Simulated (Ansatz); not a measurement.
According to DFT-r²SCAN in the program Ansatz with PAW potentials, SiGe3 in the tetragonal phase (P-4m2; Si on 1a, Ge on 2g, Ge on 1c) relaxes to a = 3.967 Å, c = 5.600 Å. Si has 4 nearest neighbours from 2.41 Å (tetrahedral); Ge on 2g has 4 nearest neighbours from 2.41 Å (tetrahedral); Ge on 1c has 4 nearest neighbours from 2.45 Å (tetrahedral). Against the elements it lies at 0.008 eV/atom, with no fitted shifts.

The Kohn–Sham gap is 0.56 eV (indirect). The valence maximum lies at Γ and the conduction minimum at R (2 equivalent valleys). The screened hybrid HSE06 puts the gap at 0.93 eV. Gap from r²SCAN with spin–orbit coupling: 0.49 eV. Electrons at the band edge weigh 0.079, 0.11, 0.23 mₑ (principal values).

An equation-of-state fit gives a bulk modulus of 78.1 GPa. Bader charges are Si +0.34, Ge -0.17 to 0.00 e.

The start of the workflow was typed in or built on a structure type; neither database checked (COD, Materials Project) lists it. Whether it is the stable phase at ambient conditions was not checked. The cell was relaxed with r²SCAN under the symmetry of its start; whether a distortion lowers the energy is not shown. The references are the lowest solids computed at this level, not always the standard phases. Scalar-relativistic: spin–orbit coupling is off unless named, which matters more the heavier the elements.

Potentials: the earlier of the program's two PAW sets.
